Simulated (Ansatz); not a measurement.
BeS:
```yaml
crystal:
  lattice:
    - [0.00000, 2.43417, 2.43417]
    - [2.43417, 0.00000, 2.43417]
    - [2.43417, 2.43417, 0.00000]
  atoms:
    - { symbol: Be, position: [0.00000, 0.00000, 0.00000] }
    - { symbol: S, position: [0.25000, 0.25000, 0.25000] }
```

Cartesian axes are those of the cell as given.

Q: Give the high-frequency dielectric tensor and the Born effective charge tensors of the independent atoms from DFPT, r²SCAN in the plane-wave PAW code Ansatz.

A: 
ε∞:
```
4.94  0.00  0.00
0.00  4.94  0.00
0.00  0.00  4.94
```
Z* of atom 1 (Be), rows: field, columns: displacement, in e:
```
1.67  0.00  0.00
0.00  1.67  0.00
0.00  0.00  1.67
```
Z* of atom 2 (S), rows: field, columns: displacement, in e:
```
-1.67   0.00   0.00
 0.00  -1.67   0.00
 0.00   0.00  -1.67
```

Static charges for comparison (Bader): Be1 +1.67, S2 -1.67 e. Born charges measure polarisation by displacement and can exceed these by far.

Space group F-43m (zinc blende). The cell was relaxed with r²SCAN under the symmetry of its start.

Potentials: the earlier of the program's two PAW sets. The files were generated under PBE; for other functionals the program regenerates the frozen cores, and for LDA and PBEsol the local potential too.
